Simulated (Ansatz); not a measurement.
A 14-atom cell of SiGe₅N₈ built on β-Si3N4 (relaxed group Pm): a field-response calculation (clamped ions) in the PAW code Ansatz (r2SCAN). The geometry is the r2SCAN minimum.

Input file:
```yaml
crystal:
  lattice:
    - [7.9730271815, 0.0, -0.0106953082]
    - [0.0, 3.0498079669, 0.0]
    - [-3.9957725483, 0.0, 6.9076129373]
  atoms:
    - { symbol: Ge, position: [0.5971429233, 0.5, 0.8333530411] }
    - { symbol: Si, position: [0.8262824943, 0.0, 0.2344957567] }
    - { symbol: Ge, position: [0.7648632328, 0.0, 0.5915414444] }
    - { symbol: Ge, position: [0.2275010538, 0.5, 0.4023187592] }
    - { symbol: Ge, position: [0.1723020799, 0.5, 0.7658545193] }
    - { symbol: Ge, position: [0.4094395819, 0.0, 0.1724383851] }
    - { symbol: "N", position: [0.3341582741, 0.5, 0.6666158814] }
    - { symbol: "N", position: [0.6732471742, 0.0, 0.3302171272] }
    - { symbol: "N", position: [0.6945222863, 0.5, 0.6670849267] }
    - { symbol: "N", position: [0.6797157191, 0.0, 0.9827842401] }
    - { symbol: "N", position: [0.0285672449, 0.0, 0.6999832651] }
    - { symbol: "N", position: [0.9591132405, 0.5, 0.2989637047] }
    - { symbol: "N", position: [0.2977538235, 0.0, 0.3259909818] }
    - { symbol: "N", position: [0.3353908715, 0.5, 0.0283579671] }
kpoints:
  mp_grid: { grid: [4, 8, 4] }
hamiltonian:
  xc: r2scan
scf:
  occupations: { method: fixed }
dielectric: {}
```

It took 2.7 min on 1 × NVIDIA H100 80GB HBM3 with 2 threads of AMD EPYC 7R13 Processor (Zen 3), with other jobs on the host, load about 0.9 per core; peak host memory 5.8 GiB.

The log, with set-up remarks and timings taken out:
```
Pseudopotential: Ge, paw, valence charge 14, recommended cutoff 500 eV (meta_gga)
Pseudopotential: Si, paw, valence charge 4, recommended cutoff 500 eV (meta_gga)
Pseudopotential: N, paw, valence charge 5, recommended cutoff 500 eV (meta_gga)
Functional definition: r2SCAN
Crystal: 14 atoms, lattice volume = 167.837 Å³
Basis set: ecut = 500 eV, 4325 PW (Γ)
Bands: 71, of which v1, the nominal top of the filled ones, is band 57 counted from 1 (56 counted from 0)
Symmetry: 2 space group operations
k-points: 68 of 128 (irreducible under 1 space group operation, time reversal used)
SCF iter   1: HF=-25236.625506 eV  Δρ=9.21e-3  dr2=7.91e-2
SCF iter   2: HF=-25236.852795 eV  Δρ=5.12e-3  dr2=2.76e-2
SCF iter   3: HF=-25236.851579 eV  Δρ=2.47e-3  dr2=4.31e-3
SCF iter   4: HF=-25236.851630 eV  Δρ=3.06e-4  dr2=1.42e-4
SCF iter   5: HF=-25236.851453 eV  Δρ=1.16e-4  dr2=1.14e-5
SCF iter   6: HF=-25236.851599 eV  Δρ=3.49e-5  dr2=2.14e-6
SCF iter   7: HF=-25236.851599 eV  Δρ=1.09e-5  dr2=2.09e-7
SCF iter   8: HF=-25236.851599 eV  Δρ=3.10e-6  dr2=1.58e-8
SCF iter   9: HF=-25236.851599 eV  Δρ=1.23e-6  dr2=2.82e-9
SCF iter  10: HF=-25236.851599 eV  Δρ=3.02e-7  dr2=1.91e-10
SCF iter  11: HF=-25236.851599 eV  Δρ=8.82e-8  dr2=2.01e-11
SCF 1 converged in 11 iterations: F = -25236.851599 eV  dr2 = 2.01e-11
SCF 1 converged in 6 iterations: F = -25236.479696 eV  dr2 = 1.22e-8
SCF converged after 11 iterations
Free energy (F): -25236.851599 eV
Fermi energy:    8.534794 eV
--- Band table (eV; the first three rows and the last of 68) ---
  k-point 0: bands = […, 7.5356, 7.6932, 7.7154, 8.0841, 8.2522, 8.5348, 11.6026, 12.7477, 12.8789, 13.1041, …]
  k-point 1: bands = […, 7.1756, 7.3685, 7.5378, 8.0599, 8.2984, 8.5226, 12.1305, 12.8646, 13.0228, 13.1916, …]
  k-point 2: bands = […, 6.8191, 7.2818, 7.3042, 8.0176, 8.3554, 8.5013, 12.6528, 12.9852, 13.1588, 13.2906, …]
  k-point 67: bands = […, 6.9653, 7.0119, 7.3008, 7.3477, 7.5265, 7.6219, 13.1825, 13.4930, 14.1348, 14.2293, …]
--- Dielectric response (ions clamped): 3 representative field directions + reference, inside a basis on a mesh of 128 k-points ---
  ε∞ (high-frequency dielectric tensor):
        4.576341     0.000000    -0.012051
        0.000000     4.700838     0.000000
       -0.012051     0.000000     4.596868
  Born effective charges Z* (e; rows j = field, columns β = displacement):
    site 0:
         3.51094    0.00000   -0.18003
         0.00000    3.35436    0.00000
        -0.14681    0.00000    3.36170
    site 1:
         3.30692    0.00000   -0.01763
         0.00000    3.41953    0.00000
        -0.05764    0.00000    3.67611
    site 2:
         3.52497    0.00000    0.29375
         0.00000    3.41378    0.00000
         0.11600    0.00000    3.19927
    site 3:
         3.33524    0.00000    0.10876
         0.00000    3.42387    0.00000
         0.13499    0.00000    3.26703
    site 4:
         3.18138    0.00000   -0.04255
         0.00000    3.40435    0.00000
         0.00649    0.00000    3.57772
    site 5:
         3.47484    0.00000   -0.22744
         0.00000    3.40043    0.00000
        -0.17948    0.00000    3.31315
    site 6:
        -2.91812    0.00000    0.03564
         0.00000   -1.64378    0.00000
        -0.01689    0.00000   -2.95503
    site 7:
        -3.14423    0.00000    0.10909
         0.00000   -1.66246    0.00000
         0.04850    0.00000   -2.92914
    site 8:
        -2.76252    0.00000    0.71626
         0.00000   -2.82643    0.00000
         0.71254    0.00000   -1.94351
    site 9:
        -1.57446    0.00000   -0.07095
         0.00000   -2.79736    0.00000
        -0.02548    0.00000   -3.36999
    site 10:
        -2.86192    0.00000   -0.73170
         0.00000   -2.86127    0.00000
        -0.70281    0.00000   -1.95806
    site 11:
        -2.77686    0.00000   -0.70109
         0.00000   -2.96118    0.00000
        -0.68504    0.00000   -1.99138
    site 12:
        -2.73128    0.00000    0.71467
         0.00000   -2.82319    0.00000
         0.79960    0.00000   -1.97736
    site 13:
        -1.56490    0.00000   -0.00677
         0.00000   -2.84065    0.00000
        -0.00399    0.00000   -3.27052
  ε∞ is read to err by 2.5e-2, Z* by 3.4e-2 e
```

The rows of the band table are 0: (0, 0, 0) = Γ, 1: (0, 0, 1/4), 2: (0, 0, -1/2) = Y₂, 67: (-1/2, -1/2, -1/2) = D.

The electronic dielectric tensor ε∞ is a tensor with principal values 4.57, 4.60, 4.70. Born charges, averaged over directions: Ge +3.34 to +3.41, Si +3.47, N -2.58 to -2.51 e. The program notes that the ground state's band table doesn't vouch for all the bands that the response reads.

Values at 0 K without nuclear motion; spin polarisation is off, and the phase may be a hypothetical one.

The runs are scalar-relativistic, without spin-orbit coupling.
